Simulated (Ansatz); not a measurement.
MgTe (NiAs type, space group No. 194), DFT-LDA in the program Ansatz with PAW potentials. The conduction-band minimum lies at K, with 2 equivalent valleys. Second derivatives d²E/dk² of the lowest band at one valley (eV·Å²), along Cartesian directions:

| direction | d²E/dk² |
|---|---|
| [100] | 24.03 |
| [010] | 24.03 |
| [001] | 34.00 |
| [110] | 24.03 |
| [101] | 29.02 |
| [011] | 29.02 |

Problem. Find the principal effective masses, the density-of-states mass and the conductivity mass.

Solution. Off-diagonal terms follow from H_xy = H[110] − (H_xx + H_yy)/2, and m*/mₑ = 7.620 eV·Å² over each eigenvalue: 0.22, 0.32, 0.32. One valley's DOS mass (m₁m₂m₃)^(1/3) = 0.28, conductivity mass 3/(Σ 1/mᵢ) = 0.28 mₑ.

Problem. What effective density of states Nc follows at 300 K for parabolic valleys?

Solution. Nc = 2.509e19 × 2 × (0.28)^(3/2) ≈ 7.4e18 cm⁻³.

Space group P6_3/mmc (NiAs type). The workflow started from a Materials Project entry (that database holds measured and hypothetical structures alike); the Crystallography Open Database copy checked does not list it. COD files the formula under space group No. 186. Its standing as an ambient phase is unchecked. The LDA relaxation kept the symmetry of its start; whether a distortion lowers the energy is not shown. Scalar-relativistic: spin–orbit coupling is off unless named, which matters more the heavier the elements.

Potentials: the later of the program's two PAW sets.

Edges and masses are those of Kohn–Sham bands, whose gap is no quasiparticle gap.
